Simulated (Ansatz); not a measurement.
ZnSe:
```
ZnSe
1.0
    0.00000     2.78367     2.78367
    2.78367     0.00000     2.78367
    2.78367     2.78367     0.00000
Zn Se
1 1
Direct
  0.00000   0.00000   0.00000
  0.25000   0.25000   0.25000
```

Relaxed with LDA. Special points in fractions of this cell's reciprocal vectors: Γ (0.000, 0.000, 0.000); X (0.500, 0.000, 0.500); U (0.625, 0.250, 0.625); K (0.375, 0.375, 0.750); L (0.500, 0.500, 0.500); W (0.500, 0.250, 0.750).

List the band energies nearest the valence-band maximum at these points for DFT-LDA in the program Ansatz with PAW potentials.

In eV from the valence-band maximum; about four levels below and three above (degenerate sets whole), none deeper than 8.9 eV; … stands for higher levels left out; points with the same levels are listed once.

```
k                       below            above
-  --------------------------  ---------------
Γ  -6.46 -6.46 0.00 0.00 0.00           1.25 …
X     -6.26 -5.06 -2.40 -2.40  2.69 3.32 10.89
U     -6.15 -5.05 -3.40 -1.97   3.39 5.59 9.06
L     -6.28 -5.64 -0.96 -0.96   2.45 6.29 6.29
W     -6.11 -5.02 -3.02 -2.96   5.35 5.69 6.93
```

Space group F-43m (zinc blende). The cell was relaxed with LDA under the symmetry of its start. Scalar-relativistic: spin–orbit coupling is off unless named, which matters more the heavier the elements.

Potentials: the earlier of the program's two PAW sets. The files were generated under PBE; for other functionals the program regenerates the frozen cores, and for LDA and PBEsol the local potential too.
